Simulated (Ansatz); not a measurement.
According to PBEsol (plane waves, PAW; program Ansatz), MoRu in the rock salt structure (Fm-3m) relaxes to a = 5.043 Å. Ru has 6 nearest neighbours from 2.52 Å (octahedral); Mo has 6 nearest neighbours from 2.52 Å (octahedral). Against the elements it lies at 0.95 eV/atom, with no fitted shifts.

Electronic character: metallic (no gap). Gap from PBEsol with spin–orbit coupling: none (metallic).

An equation-of-state fit gives a bulk modulus of 236 GPa. The relaxed-ion elastic constants in GPa are C11 = 286, C12 = 211, C44 = -27.4. The highest mode at Γ lies at 92 cm^-1.

The start of the workflow was typed in or built on a structure type; neither database checked (COD, Materials Project) lists it. Whether it is the stable phase at ambient conditions was not checked. The cell was relaxed with PBEsol under the symmetry of its start. At this level the phase is mechanically unstable. No spin polarisation was allowed. Its formation energy is positive at this level, so the cell may be metastable or incomplete. As this level gives no gap, shear constants depend on the k-mesh and smearing (Fermi–Dirac, 0.1 eV here). As this level gives no gap, phonon frequencies hold no LO–TO term and depend on the k-mesh and smearing (Fermi–Dirac, 0.1 eV here). The references are the lowest solids computed at this level, not always the standard phases. Spin–orbit coupling is left out wherever it is not named.

Potentials: the earlier of the program's two PAW sets. The files were generated under PBE; for other functionals the program regenerates the frozen cores, and for LDA and PBEsol the local potential too.
